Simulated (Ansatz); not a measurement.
Be$_{5}$Au:
```
CELL_PARAMETERS angstrom
      0.00000     3.00498     3.00498
      3.00498     0.00000     3.00498
      3.00498     3.00498     0.00000
ATOMIC_POSITIONS crystal
  Be 0.87420 0.37527 0.37527
  Be 0.37527 0.37527 0.37527
  Be 0.37527 0.37527 0.87420
  Be 0.37527 0.87420 0.37527
  Be 0.75000 0.75000 0.75000
  Au 0.00000 0.00000 0.00000
```

Relaxed with LDA. Special points in fractions of this cell's reciprocal vectors: Γ (0.000, 0.000, 0.000); X (0.500, 0.000, 0.500); U (0.625, 0.250, 0.625); K (0.375, 0.375, 0.750); L (0.500, 0.500, 0.500); W (0.500, 0.250, 0.750).

Task: List the band energies nearest the Fermi level at these points for DFT-LDA in the program Ansatz with PAW potentials.

Result: In eV from the Fermi level; about four levels below and three above (degenerate sets whole), none deeper than 8.9 eV; points with the same levels are listed once.

```
k                    below                above
-  -----------------------  -------------------
Γ  -4.47 -1.43 -1.43 -1.43  1.72 1.88 1.88 1.88
X  -4.97 -4.97 -3.51 -1.51       4.34 5.22 5.22
U  -5.53 -4.15 -2.92 -0.40       2.71 3.26 5.38
L  -6.61 -3.86 -2.75 -2.75       0.95 0.95 1.96
W  -5.77 -5.00 -1.40 -0.95       2.14 2.71 5.45
```

Space group F-43m. The workflow started from a Materials Project entry (that database holds measured and hypothetical structures alike); the Crystallography Open Database files this formula in space group No. 216, but the cells were not matched. Its standing as an ambient phase is unchecked. Symmetry was held in the LDA relaxation; whether a distortion lowers the energy is not shown. Scalar-relativistic: spin–orbit coupling is off unless named, which matters more the heavier the elements.

Potentials: the later of the program's two PAW sets.
